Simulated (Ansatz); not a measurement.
PbS2:
```
CELL_PARAMETERS angstrom
     -3.07631     3.07631     3.77592
      3.07631    -3.07631     3.77592
      3.07631     3.07631    -3.77592
ATOMIC_POSITIONS crystal
  Pb 0.75000 0.75000 0.00000
  Pb 0.25000 0.25000 0.00000
  S  0.11944 0.61944 0.73888
  S  0.88056 0.38056 0.26112
  S  0.61944 0.88056 0.50000
  S  0.38056 0.11944 0.50000
```

Relaxed with r²SCAN.

Question: Give the Bader charges and basin volumes of the independent atoms, r²SCAN in the plane-wave PAW code Ansatz.

Answer: 

```csv
atom,Bader charge (e),Bader volume (Å³)
Pb1,+1.09,23.6
S3,-0.54,23.9
```

Space group I4/mcm. The workflow started from a Materials Project entry (that database holds measured and hypothetical structures alike); the Crystallography Open Database copy checked does not list it. Its standing as an ambient phase is unchecked. The r²SCAN relaxation kept the symmetry of its start; its stability against distortions is not shown here. Spin–orbit coupling is left out wherever it is not named.

Potentials: the later of the program's two PAW sets.
